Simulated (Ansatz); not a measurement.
A relaxed cell of Si2W (P6₂22 (No. 180)), relaxed on a k-mesh at least as fine as the one used below. The numbers are results of r2SCAN (plane waves to 500 eV, PAW, scalar-relativistic; Ansatz, a quantum-chemistry and plane-wave program), not measurements. Γ-centred k-mesh 6×6×4 on the run's cell (coarser than for final values), Fermi–Dirac smearing 0.05 eV.

```xyz
9
Lattice="4.5794 0.0000 0.0000 -2.2897 3.9659 0.0000 0.0000 0.0000 6.6094" Properties=species:S:1:pos:R:3 pbc="T T T"
W      2.2897     0.0000     0.0000
W      1.1449     1.9829     2.2031
W     -1.1449     1.9829     4.4063
Si     0.0000     1.2975     0.0000
Si     3.4557     0.6488     2.2031
Si     1.1660     3.3171     4.4063
Si     2.2897     2.6684     0.0000
Si    -1.1660     3.3171     2.2031
Si     1.1237     0.6488     4.4063
```

The atoms are displaced by (Å):

| atom | ux | uy | uz |
|---|---|---|---|
| W1 | -0.159 | -0.019 | 0.042 |
| W2 | -0.139 | -0.159 | 0.064 |
| W3 | -0.032 | -0.074 | -0.027 |
| Si4 | 0.035 | 0.056 | -0.070 |
| Si5 | -0.104 | 0.084 | 0.014 |
| Si6 | -0.033 | -0.070 | -0.099 |
| Si7 | -0.060 | 0.039 | -0.011 |
| Si8 | 0.056 | 0.029 | 0.112 |
| Si9 | 0.008 | -0.043 | -0.002 |

Question: What forces (eV/Å) and pressure result?

Answer: 
```
atom     Fx     Fy     Fz
----  -----  -----  -----
W1     2.25  -0.23  -0.84
W2     1.48   2.82  -1.46
W3    -0.72   0.47   1.56
Si4   -1.16  -0.51   0.45
Si5    0.39  -1.28  -1.32
Si6   -0.04   0.49   0.88
Si7   -0.29  -0.37   0.72
Si8   -1.31  -1.06  -0.77
Si9   -0.60  -0.33   0.77
```

Pressure +4.3 GPa.

Question: Estimate the energy cost of the displacement in the harmonic approximation and compare with the calculation.

Answer: For a harmonic well ΔE = −½ Σ F·u = 0.882 eV a cell, or 98 meV/atom. The calculated energy relative to the undisplaced cell is +0.10 eV/atom, so the harmonic estimate holds well.

No spin polarisation in the result.

The run that gave the undisplaced cell could not lose the symmetry of its start; a randomly shaken copy of 9 atoms returns to this structure.

The first start was generated by placing the elements on the sites of a structure type. Materials Project lists a structure of Si2W in the same space group, P6₂22 (No. 180); the sites were not compared with it, nor with measured phases. Known forms of Si2W include space group No. 139.
